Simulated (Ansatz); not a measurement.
A relaxed cell of Si4Sn is given with its symmetry left out. The cell was found from a structure generator's guess, not taken from experiment.

The calculation used DFT PBE, scalar-relativistic, plane waves, PAW in Ansatz 0.2.0. Cutoff 420 eV, Γ-centred mesh, Gaussian smearing, no spin polarisation.

```
CELL_PARAMETERS angstrom
1.90364 1.09907 8.30970
-1.90364 1.09907 8.30970
0.00000 -2.19814 8.30970
ATOMIC_POSITIONS crystal
Si 0.74931 0.74931 0.74931
Si 0.45245 0.45245 0.45245
Si 0.54755 0.54755 0.54755
Si 0.25069 0.25069 0.25069
Sn 0.00000 0.00000 0.00000
```

The zero of energy is the elements' standard structures at the same level; no fitted shifts are applied. The references include grey tin.

(1) What space group does it have?

(2) How far does it lie from the elements in energy?

(3) Is it a metal?

Answers

(1) R-3m (No. 166). Conventional cell: a = 3.807 Å, c = 24.929 Å. Around Si on its first site lie 3 Si at 2.38 Å and 3 Sn at 3.01 Å; Si on its second site has 4 Si at 2.37–2.38 Å; around Sn lie 6 Si at 3.01 Å and 6 Si at 3.69 Å.

(2) +0.19 eV/atom. A positive value: parting into the elements would lower its energy.

(3) Yes, bands cross the Fermi level on the 12×12×12 mesh.

The last run used a 12×12×12 mesh for its 5-atom cell and Gaussian smearing of 0.10 eV. This cell was reached by moving the atoms of another relaxed cell at random and relaxing again, last within the group found; it had no such test of its own.
